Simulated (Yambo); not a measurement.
Yambo run on KSc₂F₇ (space group Cmmm, No. 65). The wavefunctions come from this Quantum ESPRESSO step (PBEsol, PseudoDojo standard norm-conserving files, scalar-relativistic):

```
&CONTROL
  calculation = 'nscf'
  pseudo_dir = './pseudo'
  outdir = './out'
/
&SYSTEM
  ibrav = 0
  nat = 10
  ntyp = 3
  ecutwfc = 84.0
  ecutrho = 336.0
  occupations = 'fixed'
  force_symmorphic = .true.
  nbnd = 167
/
&ELECTRONS
  conv_thr = 1e-08
  diago_full_acc = .true.
  diago_thr_init = 1e-08
/
ATOMIC_SPECIES
F 18.9984 F.upf
K 39.0983 K.upf
Sc 44.9559 Sc.upf
CELL_PARAMETERS angstrom
  3.272070000000  -5.294810000000   0.000000000000
  3.272070000000   5.294810000000   0.000000000000
  0.000000000000   0.000000000000   4.048340000000
ATOMIC_POSITIONS crystal
F   0.296800000000   0.703200000000   0.000000000000
F   0.703200000000   0.296800000000   0.000000000000
F   0.333230000000   0.045290000000   0.500000000000
F   0.666770000000   0.954710000000   0.500000000000
F   0.045290000000   0.333230000000   0.500000000000
F   0.954710000000   0.666770000000   0.500000000000
F   0.500000000000   0.500000000000   0.500000000000
K   0.000000000000   0.000000000000   0.000000000000
Sc   0.306580000000   0.693420000000   0.500000000000
Sc   0.693420000000   0.306580000000   0.500000000000
K_POINTS automatic
2 2 4 0 0 0
```

Yambo input:

```
rim_cut
gw0
dyson
el_el_corr
HF_and_locXC
ppa
em1d
RandQpts= 1000000
RandGvec= 1 Ry
EXXRLvcs= 84 Ry
VXCRLvcs= 336 Ry
Chimod= "HARTREE"
% BndsRnXp
 3 | 166 |
%
NGsBlkXp= 6 Ry
% LongDrXp
 1.0 | 1.0 | 1.0 |
%
PPAPntXp= 27.2114 eV
% GbndRnge
 1 | 166 |
%
GTermKind= "BG"
DysSolver= "n"
ExtendOut
% QPkrange
 1 | 1 | 40 | 41 |
 3 | 3 | 40 | 41 |
 4 | 4 | 40 | 41 |
 6 | 6 | 40 | 41 |
 7 | 7 | 40 | 41 |
 9 | 9 | 40 | 41 |
%
```

k points by index: 1 = Γ, 3 = (0, 0, -0.5), 4 = (0, -0.5, 0), 6 = (0, -0.5, -0.5), 7 = (-0.5, -0.5, 0), 9 = (-0.5, -0.5, -0.5).

The o-*.qp file then holds:

```
#    K-point    Band    Eo [eV]    E [eV]    E-Eo [eV]    Vxc [eV]    Vnlxc [eV]    Sc|Eo [eV]    Sc|E [eV]    dSc/dw|Eo [eV]    Re(Z)    Im(Z)
#
    1    40    0.000000    -2.008611    -2.008611    -23.04814    -30.59329    5.054236    5.536535    -6.533373    0.806387    -0.001261
    1    41    6.110328    9.024948    2.914620    -17.96136    -9.512333    -4.948182    -5.534407    -5.472789    0.832554    -0.001199
    3    40    -0.024335    -2.040918    -2.016583    -22.96254    -30.52550    5.060662    5.546374    -6.553586    0.805904    -0.001274
    3    41    6.847393    9.840940    2.993546    -19.29482    -10.73388    -4.922351    -5.567396    -5.863064    0.822729    -0.001482
    4    40    -0.051764    -2.120276    -2.068512    -22.73262    -30.43393    5.132618    5.632794    -6.579319    0.805290    -0.001298
    4    41    5.989510    8.855734    2.866224    -17.77582    -9.522587    -4.818378    -5.387009    -5.398191    0.834458    -0.001134
    6    40    -0.046740    -2.117662    -2.070922    -22.73369    -30.42895    5.124184    5.624336    -6.571341    0.805480    -0.001291
    6    41    6.718703    9.674228    2.955525    -19.11460    -10.72662    -4.805638    -5.432454    -5.770770    0.825032    -0.001160
    7    40    -0.025278    -2.074956    -2.049678    -22.81639    -30.53285    5.167128    5.666774    -6.632727    0.804019    -0.001298
    7    41    5.865917    8.698674    2.832757    -17.53104    -9.375566    -4.768142    -5.322719    -5.326969    0.836285    -0.001123
    9    40    -0.022701    -2.070772    -2.048071    -22.82598    -30.53996    5.166676    5.665908    -6.632434    0.804026    -0.001296
    9    41    6.631079    9.567645    2.936565    -19.01705    -10.69714    -4.765280    -5.383339    -5.726898    0.826131    -0.001121
```
(The two width columns are left out.) Convergence of these settings isn't established.

Geometry of the Materials Project entry, not relaxed at this level.

The structure is a Materials Project entry; no match was found in the copy of COD used, and its stability was not checked.
